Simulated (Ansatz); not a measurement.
Si2MoN4:
Space group P6₃/mmc (No. 194); a = b = 2.887 Å, c = 20.828 Å, α = β = 90.00°, γ = 120.00°

| atom | site | symmetry | x | y | z |
|---|---|---|---|---|---|
| Mo | 2c | -6m2 | 0.3333 | 0.6667 | 0.2500 |
| N | 4f | 3m. | 0.6667 | 0.3333 | 0.1903 |
| Si | 4f | 3m. | 0.6667 | 0.3333 | 0.1071 |
| N | 4e | 3m. | 0.0000 | 0.0000 | 0.0834 |

Relaxed at zero pressure with DFT-r²SCAN+D4 in the program Ansatz with PAW potentials.

Problem. The volume is raised by 9 % and shape and atoms relax at that volume. What pressure results, and how do the axes share the change?

Solution. -1.1 GPa; a 0.2 %, b 0.2 %, c 8.6 %; the energy rises by 6 meV/atom.

Problem. Give the new structure.

Solution. 
Space group P6₃/mmc (No. 194); a = b = 2.8919 Å, c = 22.6277 Å, α = β = 90.00°, γ = 120.00°

```tsv
atom	site	symmetry	x	y	z
Mo	2c	-6m2	0.3333	0.6667	0.2500
N	4f	3m.	0.6667	0.3333	0.1951
Si	4f	3m.	0.6667	0.3333	0.1184
N	4e	3m.	0.0000	0.0000	0.0965
```

The phase is kept; no other phase was compared at this pressure.

Space group P6_3/mmc. The start of the workflow was typed in or built on a structure type; neither database checked (COD, Materials Project) lists it. Whether it is the stable phase at ambient conditions was not checked. Symmetry was held in the r²SCAN+D4 relaxation; whether a distortion lowers the energy is not shown. The workflow began spin-polarised and lost its moments.

Potentials: the earlier of the program's two PAW sets.
